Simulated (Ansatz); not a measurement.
**Equation of state of O from a dense series**

```
CELL_PARAMETERS angstrom
1.42335 0.82177 3.40830
-1.42335 0.82177 3.40830
0.00000 -1.64354 3.40830
ATOMIC_POSITIONS crystal
O 0.05770 0.05770 0.05770
O 0.94230 0.94230 0.94230
```

Atom numbers follow the list: O1, O2.

The cell comes from COD entry 2106431, which wasn't checked; take it as a given geometry.

Solid oxygen carries moments on its molecules; these runs leave spin out.

The calculation used Ansatz 0.2.0, DFT, PBEsol, all-electron LAPW, scalar-relativistic.

Settings: a Γ-centred 10×10×10 k mesh, Fermi–Dirac smearing of 0.02 eV, basis error target 0.5 meV/atom, no spin polarisation.

The cell is scaled evenly. Fractional coordinates are held (clamped ions).

| V (Å³/atom) | P (GPa) |
| --- | --- |
| 11.242 | 9.00 |
| 11.481 | 6.36 |
| 11.721 | 3.98 |
| 11.840 | 2.88 |
| 11.960 | 1.83 |
| 12.079 | 0.84 |
| 12.199 | -0.10 |
| 12.677 | -3.43 |

**Question.** Fit a third-order Birch–Murnaghan curve to the pressures.

**Answer.** P = (3B0/2)(y^(7/2) − y^(5/2))[1 + (3/4)(B0′ − 4)(y − 1)] with y = (V0/V)^(2/3) fits within 0.01 GPa for V0 = 12.186 Å³/atom, B0 = 94.2 GPa and B0′ = 4.21.

**Question.** Predict the pressure at the withheld volume, 12.438 Å³/atom.

**Answer.** There y = 0.9864, so the fit gives -1.85 GPa; the run gave -1.85 GPa.
